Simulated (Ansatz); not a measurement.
## Fixed-spin-moment curve of MnO$_{2}$

System: MnO$_{2}$, an experimental structure (space group P4_2/mnm); the cell holds 6 atoms. The computed pressure is over 10 GPa in size, so the cell is far from the computed equilibrium volume (the chosen U may not suit it). Source: COD entry 1514110; it may be a high-temperature, high-pressure or metastable form.

```
CELL_PARAMETERS angstrom
4.40000 0.00000 0.00000
0.00000 4.40000 0.00000
0.00000 0.00000 2.87000
ATOMIC_POSITIONS crystal
Mn 0.00000 0.00000 0.00000
Mn 0.50000 0.50000 0.50000
O 0.30300 0.30300 0.00000
O 0.19700 0.80300 0.50000
O 0.69700 0.69700 0.00000
O 0.80300 0.19700 0.50000
```

Atoms are numbered from 1 in the order listed.

These are results of DFT, PBE+U, PAW, plane waves, scalar-relativistic (Ansatz), not measurements.

```yaml
hubbard_term_dudarev_form: U − J = 5.9 eV on Mn d, on Löwdin-orthonormalised all-electron atomic orbitals
plane_wave_cutoff: 420 eV
k_point_mesh: 5×5×8 (Γ-centred)
occupations: Gaussian smearing, 0.05 eV
valence_electrons: 54
```

Site moments are integrals over atomic spheres and don't add up to the total.

A static U favours moments and orbital order; the result depends on U and need not be the measured state.

For a metal this mesh leaves errors of several meV/atom.

The total moment of the cell is held fixed (separate Fermi levels for the two spins), shared at the start among the Mn atoms with one sign; no search for lower states follows. F is the free energy per cell, and F(lowest) that of the lowest run, the runs with a free moment included. Each row is one local solution, which need not be the lowest state at that M. The run at M = 0 starts without moments and gives the spin-unpolarised solution; a state with cancelling moments wasn't tried, and may lie lower.

The run at M = 6.00 μB took 5.5 s on 2 threads of Arm Neoverse V1 (shared host), peak memory 0.42 GiB.

```csv
fixed M (μB/cell),F − F(lowest) (meV/cell),moments of Mn1 Mn2 O3 O4 O5 O6 (μB),absolute moment (μB)
0.00,5571,0.00 0.00 0.00 0.00 0.00 0.00,0.00
2.00,2816,1.56 1.56 -0.39 -0.39 -0.39 -0.39,5.46
4.00,2086,2.06 2.06 -0.19 -0.19 -0.19 -0.19,5.64
6.00,2,2.86 2.86 -0.16 -0.16 -0.16 -0.16,7.43
8.00,?,?,?
10.00,3882,3.43 3.43 0.40 0.40 0.40 0.40,10.04
12.00,7594,3.67 3.67 0.70 0.70 0.70 0.70,12.00
```

At M = 2.00 μB the absolute moment far exceeds M, as opposite spins partly cancel within or between atoms, so the M = 0 row needn't join the others.

(1) Fill in the row for M = 8.00 μB.

## Answers

(1) 1212 meV; moments Mn1 3.16, Mn2 3.16, O3 0.12, O4 0.12, O5 0.12, O6 0.12 μB; absolute moment 8.54 μB.

With the constraint released: “parallel moments scaled by 0.1, free total moment [Mn1 0.45, Mn2 0.45 μB]” ends at 6.05 μB, 0 meV; “parallel moments, free total moment [Mn1 4.50, Mn2 4.50 μB]” ends at 6.05 μB, 0 meV. No free run was started from opposed moments.
